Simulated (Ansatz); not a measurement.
## H (Cmcm), axial (c/a) deformation path

The calculation used Ansatz 0.2.0, DFT LDA, scalar-relativistic, plane waves, PAW. The runs took a 420 eV cutoff, a Γ-centred 10×10×4 mesh and Gaussian smearing (0.05 eV). No spin polarisation. Energies are free energies at this smearing, counted from the undisturbed cell; pressure is positive in compression.

The starting cell (as given, not relaxed at this level; it stands at 0.9 GPa, and it needn't be the usual structure):

```yaml
crystal:
  lattice:
    - [1.64853, -2.73169, 0.00000]
    - [1.64853, 2.73169, 0.00000]
    - [0.00000, 0.00000, 6.31377]
  atoms:
    - { symbol: H, position: [0.56781, 0.43219, 0.99951] }
    - { symbol: H, position: [0.43219, 0.56781, 0.00049] }
    - { symbol: H, position: [0.43219, 0.56781, 0.49951] }
    - { symbol: H, position: [0.56781, 0.43219, 0.50049] }
```

The cell holds molecules and no dispersion correction was added, so their binding is poorly described.

At fixed volume and fractional coordinates, lengths along (0.000, 0.000, 1.000) are scaled against those across it; ρ is that ratio over its starting value.

| ρ | ΔE (meV/atom) | gap on the mesh (eV) |
| --- | --- | --- |
| 0.800 | 7.5 | 6.62 |
| 0.850 | -0.9 | 6.98 |
| 0.920 | -4.5 | 7.40 |
| 0.960 | -3.3 | 7.61 |
| 1.000 | 0.0 | 7.80 |
| 1.050 | 6.5 | 8.01 |
| 1.100 | 15.3 | 8.21 |
| 1.200 | 38.8 | 8.55 |
| 1.300 | 68.7 | 8.50 |